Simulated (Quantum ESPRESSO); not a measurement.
W4Sn4, one run as intended and one with a planted mistake

Simulated, not a measurement. The program is pw.x of Quantum ESPRESSO 7.5 (plane-wave density functional theory). The cell is made up: eight metal atoms on a face-centred cubic lattice, with elements, volume, strain and displacements drawn at random and not relaxed, so it may be unstable or far from any real phase. PseudoDojo standard norm-conserving files set the functional (PBE unless stated); there is no spin polarisation or spin-orbit coupling, the Fermi-Dirac width of 0.25 eV means electrons at about 2900 K, and the masses in the input are unused placeholders. The tin pseudopotential is less sure than most, with forces differing by about three percent from a second method on plain tin. Heavy elements are run without spin-orbit coupling, which real alloys of them have. A spin test at this wide smearing found no moment, but such smearing suppresses magnetism that the real alloy may have.

Intended input:

```
&control calculation='scf', pseudo_dir='./dojo.nc.sr.pbe.v0_5.standard.upf', outdir='./o', disk_io='minimal', tprnfor=.true., tstress=.true. /
&system ibrav=0, nat=8, ntyp=2, nbnd=69, ecutwfc=74.01313486, nosym=.true., tot_charge=0,
 occupations='smearing', smearing='fd', degauss=0.0183746611
/
&electrons conv_thr=1.470e-08, electron_maxstep=70, mixing_beta=0.5 /
ATOMIC_SPECIES
Sn 1.0 Sn.upf
W 1.0 W.upf
CELL_PARAMETERS angstrom
0.0396 -2.2149 -2.2367
2.2051 4.329 -2.1756
8.6749 -4.3262 4.2114
ATOMIC_POSITIONS angstrom
W -0.0191 0.0179 -0.0067
Sn 4.3466 -2.194 2.1107
W 4.3755 -0.0069 -0.0658
Sn 8.7041 -2.2161 2.0163
Sn 2.1777 -2.135 -0.0687
W 6.5426 -4.3352 2.0569
Sn 2.1621 -0.0526 -2.2242
W 6.5314 -2.1791 -0.1367
K_POINTS automatic
8 5 3 1 1 1
```

The log is shortened where brackets say so; the opening notice, blank lines, dates and the lines on written files are dropped, and the path of the files is cut. It prints rydbergs, bohrs and kilobars, and counts compression as positive stress. Its total energy is the free energy E - TS of the whole cell.

Log of the intended run:

```
     Program PWSCF v.7.5
     Parallel version (MPI & OpenMP), running on       4 processor cores
     Number of MPI processes:                 4
     Threads/MPI process:                     1
     [start-up lines left out]
     bravais-lattice index     =            0
     lattice parameter (alat)  =       5.9489  a.u.
     unit-cell volume          =    1134.0831 (a.u.)^3
     number of atoms/cell      =            8
     number of atomic types    =            2
     number of electrons       =       112.00
     number of Kohn-Sham states=           69
     kinetic-energy cutoff     =      74.0131  Ry
     charge density cutoff     =     296.0525  Ry
     scf convergence threshold =      1.5E-08
     mixing beta               =       0.5000
     number of iterations used =            8  plain     mixing
     Exchange-correlation= PBE
                           (   1   4   3   4   0   0   0)
     [axes and pseudopotential details left out]
   Cartesian axes
     site n.     atom                  positions (alat units)
         1        W      tau(   1) = (  -0.0060673   0.0056861  -0.0021283  )
         2        Sn     tau(   2) = (   1.3807307  -0.6969408   0.6704800  )
         3        W      tau(   3) = (   1.3899110  -0.0021918  -0.0209019  )
         4        Sn     tau(   4) = (   2.7649238  -0.7039611   0.6404931  )
         5        Sn     tau(   5) = (   0.6917630  -0.6781990  -0.0218231  )
         6        W      tau(   6) = (   2.0783068  -1.3771094   0.6533900  )
         7        Sn     tau(   7) = (   0.6868076  -0.0167088  -0.7065341  )
         8        W      tau(   8) = (   2.0747491  -0.6922077  -0.0434238  )
     number of k points=    60  Fermi-Dirac smearing, width (Ry)=  0.0184
                       cart. coord. in units 2pi/alat
        k(    1) = (   0.0911988  -0.0114390  -0.0750235), wk =   0.0333333
        k(    2) = (  -0.0898983   0.0490790  -0.1381578), wk =   0.0333333
     [further k points left out]
     Dense  grid:    97597 G-vectors     FFT dimensions: (  36,  60, 120)
     Estimated max dynamical RAM per process >     363.05 MB
     Estimated total dynamical RAM >       1.35 GB
     Initial potential from superposition of free atoms
     starting charge     111.9918, renormalised to     112.0000
     Starting wfcs are   76 randomized atomic wfcs
     total cpu time spent up to now is        6.1 secs
     per-process dynamical memory:   291.0 Mb
     Self-consistent Calculation
     iteration #  1     ecut=    74.01 Ry     beta= 0.50
     Davidson diagonalization with overlap
     ethr =  1.00E-02,  avg # of iterations =  2.4
     Threshold (ethr) on eigenvalues was too large:
     Diagonalizing with lowered threshold
     Davidson diagonalization with overlap
     ethr =  2.01E-04,  avg # of iterations =  5.1
     total cpu time spent up to now is       35.9 secs
     total energy              =   -1236.80829295 Ry
     estimated scf accuracy    <       0.24898291 Ry
     iteration #  2     ecut=    74.01 Ry     beta= 0.50
     Davidson diagonalization with overlap
     ethr =  2.22E-04,  avg # of iterations =  5.9
     total cpu time spent up to now is       52.0 secs
     total energy              =   -1236.59717755 Ry
     estimated scf accuracy    <       3.38038201 Ry
     [iterations 3 to 14 left out]
     iteration # 15     ecut=    74.01 Ry     beta= 0.50
     Davidson diagonalization with overlap
     ethr =  1.50E-10,  avg # of iterations =  1.0
     total cpu time spent up to now is      225.7 secs
     total energy              =   -1236.87099097 Ry
     estimated scf accuracy    <       0.00000015 Ry
     iteration # 16     ecut=    74.01 Ry     beta= 0.50
     Davidson diagonalization with overlap
     ethr =  1.33E-10,  avg # of iterations =  1.0
     total cpu time spent up to now is      236.6 secs
     End of self-consistent calculation
     [lines on levels left out]
!    total energy              =   -1236.87099097 Ry
     estimated scf accuracy    <          4.7E-09 Ry
     smearing contrib. (-TS)   =      -0.10648682 Ry
     internal energy E=F+TS    =   -1236.76450415 Ry
     The total energy is F=E-TS. E is the sum of the following terms:
     one-electron contribution =    -256.70121076 Ry
     hartree contribution      =     196.43535863 Ry
     xc contribution           =    -308.40045102 Ry
     ewald contribution        =    -868.09820100 Ry
     convergence has been achieved in  16 iterations
     Forces acting on atoms (cartesian axes, Ry/au):
     atom    1 type  2   force =    -0.03623051    0.01378475   -0.02400007
     atom    2 type  1   force =     0.03967245   -0.01238104    0.01794086
     atom    3 type  2   force =     0.03069582   -0.01799474    0.02402904
     atom    4 type  1   force =    -0.04881225    0.03146790   -0.02598906
     atom    5 type  1   force =    -0.00460381    0.00936055   -0.01150979
     atom    6 type  2   force =    -0.00774394   -0.00904634    0.00783531
     atom    7 type  1   force =     0.02093809   -0.01738417    0.01569801
     atom    8 type  2   force =     0.00608416    0.00219308   -0.00400430
     Total force =     0.107279     Total SCF correction =     0.000449
     Computing stress (Cartesian axis) and pressure
          total   stress  (Ry/bohr**3)                   (kbar)     P=     -128.42
  -0.00092165  -0.00007690   0.00012081         -135.58      -11.31       17.77
  -0.00007690  -0.00082837   0.00015513          -11.31     -121.86       22.82
   0.00012081   0.00015513  -0.00086894           17.77       22.82     -127.83
     init_run     :      5.65s CPU      5.89s WALL (       1 calls)
     electrons    :    226.17s CPU    230.49s WALL (       1 calls)
     forces       :      2.36s CPU      2.37s WALL (       1 calls)
     stress       :      8.21s CPU      8.22s WALL (       1 calls)
     [timing details left out]
     PWSCF        :   4m 2.68s CPU   4m 7.28s WALL
     JOB DONE.
```

A second run has one planted mistake: the files are those of another functional. The input lines that differ:

```
- &control calculation='scf', pseudo_dir='./dojo.nc.sr.pbe.v0_5.standard.upf', outdir='./o', disk_io='minimal', tprnfor=.true., tstress=.true. /
+ &control calculation='scf', pseudo_dir='./dojo.nc.sr.pbesol.v0_4_1.standard.upf', outdir='./o', disk_io='minimal', tprnfor=.true., tstress=.true. /
```

Its log:

```
     Program PWSCF v.7.5
     Parallel version (MPI & OpenMP), running on       4 processor cores
     Number of MPI processes:                 4
     Threads/MPI process:                     1
     [start-up lines left out]
     bravais-lattice index     =            0
     lattice parameter (alat)  =       5.9489  a.u.
     unit-cell volume          =    1134.0831 (a.u.)^3
     number of atoms/cell      =            8
     number of atomic types    =            2
     number of electrons       =       112.00
     number of Kohn-Sham states=           69
     kinetic-energy cutoff     =      74.0131  Ry
     charge density cutoff     =     296.0525  Ry
     scf convergence threshold =      1.5E-08
     mixing beta               =       0.5000
     number of iterations used =            8  plain     mixing
     Exchange-correlation= PBESOL
                           (   1   4  10   8   0   0   0)
     [axes and pseudopotential details left out]
   Cartesian axes
     site n.     atom                  positions (alat units)
         1        W      tau(   1) = (  -0.0060673   0.0056861  -0.0021283  )
         2        Sn     tau(   2) = (   1.3807307  -0.6969408   0.6704800  )
         3        W      tau(   3) = (   1.3899110  -0.0021918  -0.0209019  )
         4        Sn     tau(   4) = (   2.7649238  -0.7039611   0.6404931  )
         5        Sn     tau(   5) = (   0.6917630  -0.6781990  -0.0218231  )
         6        W      tau(   6) = (   2.0783068  -1.3771094   0.6533900  )
         7        Sn     tau(   7) = (   0.6868076  -0.0167088  -0.7065341  )
         8        W      tau(   8) = (   2.0747491  -0.6922077  -0.0434238  )
     number of k points=    60  Fermi-Dirac smearing, width (Ry)=  0.0184
                       cart. coord. in units 2pi/alat
        k(    1) = (   0.0911988  -0.0114390  -0.0750235), wk =   0.0333333
        k(    2) = (  -0.0898983   0.0490790  -0.1381578), wk =   0.0333333
     [further k points left out]
     Dense  grid:    97597 G-vectors     FFT dimensions: (  36,  60, 120)
     Estimated max dynamical RAM per process >     363.05 MB
     Estimated total dynamical RAM >       1.35 GB
     Initial potential from superposition of free atoms
     starting charge     111.9925, renormalised to     112.0000
     Starting wfcs are   76 randomized atomic wfcs
     total cpu time spent up to now is        6.1 secs
     per-process dynamical memory:   299.8 Mb
     Self-consistent Calculation
     iteration #  1     ecut=    74.01 Ry     beta= 0.50
     Davidson diagonalization with overlap
     ethr =  1.00E-02,  avg # of iterations =  2.4
     Threshold (ethr) on eigenvalues was too large:
     Diagonalizing with lowered threshold
     Davidson diagonalization with overlap
     ethr =  2.03E-04,  avg # of iterations =  5.1
     total cpu time spent up to now is       36.0 secs
     total energy              =   -1235.20715608 Ry
     estimated scf accuracy    <       0.25310706 Ry
     iteration #  2     ecut=    74.01 Ry     beta= 0.50
     Davidson diagonalization with overlap
     ethr =  2.26E-04,  avg # of iterations =  6.0
     total cpu time spent up to now is       52.3 secs
     total energy              =   -1234.98732599 Ry
     estimated scf accuracy    <       3.55567997 Ry
     [iterations 3 to 14 left out]
     iteration # 15     ecut=    74.01 Ry     beta= 0.50
     Davidson diagonalization with overlap
     ethr =  1.29E-10,  avg # of iterations =  1.0
     total cpu time spent up to now is      226.2 secs
     total energy              =   -1235.26941059 Ry
     estimated scf accuracy    <       0.00000009 Ry
     iteration # 16     ecut=    74.01 Ry     beta= 0.50
     Davidson diagonalization with overlap
     ethr =  8.43E-11,  avg # of iterations =  1.0
     total cpu time spent up to now is      237.2 secs
     End of self-consistent calculation
     [lines on levels left out]
!    total energy              =   -1235.26941059 Ry
     estimated scf accuracy    <          9.5E-09 Ry
     smearing contrib. (-TS)   =      -0.10684228 Ry
     internal energy E=F+TS    =   -1235.16256831 Ry
     The total energy is F=E-TS. E is the sum of the following terms:
     one-electron contribution =    -257.57684529 Ry
     hartree contribution      =     196.14851786 Ry
     xc contribution           =    -305.63603988 Ry
     ewald contribution        =    -868.09820100 Ry
     convergence has been achieved in  16 iterations
     Forces acting on atoms (cartesian axes, Ry/au):
     atom    1 type  2   force =    -0.03674280    0.01475282   -0.02493958
     atom    2 type  1   force =     0.04014587   -0.01305332    0.01833866
     atom    3 type  2   force =     0.03186691   -0.01866580    0.02468855
     atom    4 type  1   force =    -0.04886861    0.03084853   -0.02583335
     atom    5 type  1   force =    -0.00454402    0.01025345   -0.01211862
     atom    6 type  2   force =    -0.00724436   -0.00935371    0.00846939
     atom    7 type  1   force =     0.01983820   -0.01789313    0.01617636
     atom    8 type  2   force =     0.00554881    0.00311115   -0.00478141
     Total force =     0.108682     Total SCF correction =     0.000660
     Computing stress (Cartesian axis) and pressure
          total   stress  (Ry/bohr**3)                   (kbar)     P=     -175.13
  -0.00123983  -0.00007729   0.00011373         -182.38      -11.37       16.73
  -0.00007729  -0.00114607   0.00015905          -11.37     -168.59       23.40
   0.00011373   0.00015905  -0.00118567           16.73       23.40     -174.42
     init_run     :      5.77s CPU      5.97s WALL (       1 calls)
     electrons    :    226.29s CPU    231.15s WALL (       1 calls)
     forces       :      2.39s CPU      2.43s WALL (       1 calls)
     stress       :      8.10s CPU      8.30s WALL (       1 calls)
     [timing details left out]
     PWSCF        :   4m 2.68s CPU   4m 8.04s WALL
     JOB DONE.
```

```
                                            intended run  run with the mistake
                          free energy (eV)    -16828.487            -16806.697
         entropy term -TS, part of it (eV)        -1.449                -1.454
                            pressure (GPa)        -12.84                -17.51
size of the largest force component (eV/Å)         1.255                 1.256
largest change of a force component (eV/Å)                               0.030
                                iterations            16                    16
```

For scale, a rerun of the intended cell at a higher cutoff and on a denser mesh moved values by no more than 0.006 eV in energy, 0.05 GPa in stress and 0.006 eV/Å in force, and a second program with other atomic files agreed on that cell to 2 % rms in force and 0.5 GPa in pressure. Files of another functional or element have another zero of energy, so the energy change says nothing on stability.